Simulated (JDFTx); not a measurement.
Part of a log of a modified build of JDFTx for carbon tetrabromide, CBr4 (SMILES BrC(Br)(Br)Br), charge 0, multiplicity 1 (PBE, GBRV ultrasoft potentials, plane waves to 20/100 Ha):

```
unit cell volume = 7626.04
Chosen fftbox size, S = [  96  96  90  ]
unit cell volume = 7626.04
Chosen fftbox size, S = [  80  80  80  ]
  'Br' pseudopotential, 'SLA  PW   PBX  PBC' functional
  7 valence electrons, 2 orbitals, 6 projectors, 879 radial grid points, with lMax = 2
  'C' pseudopotential, 'SLA  PW   PBE  PBE' functional
  4 valence electrons, 2 orbitals, 4 projectors, 721 radial grid points, with lMax = 1
Initialized 2 species with 5 total atoms.
Folded 1 k-points by 1x1x1 to 1 k-points.
nElectrons:  32.000000   nBands: 19   nStates: 1
average nbasis = 32579.000 , ideal nbasis = 32579.023
Correction to mu due to finite nuclear width = -0.00416342
   Cavity determined by nc: 0.00142 and sigma: 0.707107
   Nonlocal vdW cavity from gaussian model electron density with norm = 8 and sigma = 0.993594 bohr
   Charge asymmetry in cavity with sensitivity pCavity = 36.5 e-bohr/Eh
   Electrostatic cavity expanded by eta = 1.46 bohrs
   Weighted density cavitation model constrained by Nbulk: 0.0049383 bohr^-3, Pvap: 3.14029 kPa, Rvdw: 2.61727 bohr and sigmaBulk: 4.62e-05 Eh/bohr^2 at T: 298 K.
   Weighted density dispersion model using vdW pair potentials with single solvent site with sqrtC6eff: 0.77 SI.
[...]
Will mix electronic density at each iteration.
	Linear fluid (dielectric constant: 78.4, screening length: 4.0613 Bohr) occupying 0.700680 of unit cell:	Completed after 15 iterations
[... later lines of the fluid solver are left out ...]
SCF: Cycle:  0   Etot: -60.015812588481154   dEtot: -1.801e-04   |Residual|: 1.269e-02   |deigs|: 1.920e-04
[... lines cut ...]
SCF: Cycle: 10   Etot: -60.016439169696575   dEtot: -1.860e-08   |Residual|: 4.878e-05   |deigs|: 9.551e-06
SCF: Cycle: 11   Etot: -60.016439178080219   dEtot: -8.384e-09   |Residual|: 2.844e-05   |deigs|: 1.717e-06
SCF: Cycle: 12   Etot: -60.016439183592929   dEtot: -5.513e-09   |Residual|: 1.077e-05   |deigs|: 2.556e-06
SCF: Converged (|Delta E|<1.000000e-08 for 2 iters).
Converging empty states (this may take a while): |deigs|: 1.245e-06

# Energy components:
   A_diel =        0.0028492870899003
   Eewald =        9.1128109780741422
       EH =       59.1666407702159844
     Eloc =     -125.5964819645383130
      Enl =       -8.7298613752475767
      Exc =      -53.9350990720515711
 Exc_core =       39.3734445267799842
       KE =       20.5892576660845279
-------------------------------------
     Etot =      -60.0164391835929294


	eMin: -0.842540 at state 0 ( [ +0.000000 +0.000000 +0.000000 ] spin 0 )
	HOMO: -0.248279 at state 0 ( [ +0.000000 +0.000000 +0.000000 ] spin 0 )
	LUMO: -0.118493 at state 0 ( [ +0.000000 +0.000000 +0.000000 ] spin 0 )
	HOMO-LUMO gap: +0.129786
```

Question: Which solvation model was used?
A. linear PCM (GLSSA13)
B. SaLSA
C. nonlinear PCM (GLSSA13)
D. CANDLE

Answer: D, CANDLE. The liquid was water (dielectric constant 78.4), 2 M NaF.
